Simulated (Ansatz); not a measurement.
BaCuTeF:
```
CELL_PARAMETERS angstrom
      4.35970     0.00000     0.00000
      0.00000     4.35970     0.00000
      0.00000     0.00000     9.27197
ATOMIC_POSITIONS crystal
  Ba 0.00000 0.50000 0.65853
  Ba 0.50000 0.00000 0.34147
  Cu 0.00000 0.00000 0.00000
  Cu 0.50000 0.50000 0.00000
  Te 0.50000 0.00000 0.83909
  Te 0.00000 0.50000 0.16091
  F  0.50000 0.50000 0.50000
  F  0.00000 0.00000 0.50000
```

Tensor components refer to the Cartesian frame of this cell.

Give the high-frequency dielectric tensor and the Born effective charge tensors of the independent atoms from DFPT, PBEsol (plane waves, PAW; program Ansatz).


ε∞:
```
8.08  0.00  0.00
0.00  8.08  0.00
0.00  0.00  5.14
```
Z* of atom 1 (Ba), rows: field, columns: displacement, in e:
```
2.84  0.00  0.00
0.00  2.84  0.00
0.00  0.00  3.63
```
Z* of atom 3 (Cu), rows: field, columns: displacement, in e:
```
1.09  0.00  0.00
0.00  1.09  0.00
0.00  0.00  0.24
```
Z* of atom 5 (Te), rows: field, columns: displacement, in e:
```
-2.38   0.00   0.00
 0.00  -2.38   0.00
 0.00   0.00  -1.24
```
Z* of atom 7 (F), rows: field, columns: displacement, in e:
```
-1.55   0.00   0.00
 0.00  -1.55   0.00
 0.00   0.00  -2.62
```

Space group P4/nmm. The first step of the workflow began from a Materials Project structure, measured or hypothetical; the Crystallography Open Database copy checked does not list it. Its standing as an ambient phase is unchecked. The cell was relaxed with PBEsol under the symmetry of its start; phonons show weakly imaginary modes. The run is not spin-polarised. No Hubbard U is applied. Scalar-relativistic: spin–orbit coupling is off unless named, which matters more the heavier the elements.

Potentials: the later of the program's two PAW sets.
